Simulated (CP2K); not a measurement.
# Ba2Tl5V3O12 and the effect of the dispersion correction

```
CELL_PARAMETERS angstrom
6.65293 0.00000 0.00000
2.92280 8.34314 0.00000
2.72894 2.44382 9.18893
ATOMIC_POSITIONS crystal
Ba 0.80419 0.04665 0.02264
Ba 0.21205 0.95157 0.34012
V 0.74540 0.70796 0.33582
V 0.25963 0.26599 0.03225
V 0.04074 0.07695 0.66106
Tl 0.25636 0.39847 0.35003
Tl 0.58966 0.34866 0.60553
Tl 0.57327 0.88069 0.66842
Tl 0.74552 0.49664 0.11648
Tl 0.11891 0.64206 0.74303
O 0.28433 0.09717 0.54175
O 0.85350 0.49575 0.34386
O 0.40255 0.20448 0.17282
O 0.88414 0.05377 0.55967
O 0.14017 0.47956 0.98899
O 0.54627 0.73631 0.48712
O 0.90594 0.24279 0.73262
O 0.61543 0.80058 0.18857
O 0.05538 0.16451 0.10164
O 0.08209 0.90404 0.80708
O 0.44178 0.20123 0.89187
O 0.94269 0.80417 0.30862
```

The cell comes from a database or a generator and needn't be the stable form of this composition.

Kept alike: task single point; functional PBE; k mesh 4 × 3 × 3; occupations fermi-dirac, width 0.05 eV; collinear spin, ferromagnetic start. Program: CP2K, GTH_POTENTIALS Ba GTH-PBE-q10, V GTH-PBE-q13, Tl GTH-PBE-q13, O GTH-PBE-q6; DZVP-MOLOPT-SR-GTH basis. The mesh is that of the run's cell of 22 atoms. No spin-orbit coupling.

```csv
dispersion correction,pressure (GPa)
D3(BJ),-0.22
D4,0.35
none,0.83
```

Pressure is positive in compression. The moments vanished: the runs ended non-magnetic.

What does the dispersion correction change here?

The pressure runs from -0.22 (D3(BJ)) to 0.83 GPa (none). Dispersion terms mostly attract, so at fixed cell they lower the pressure.
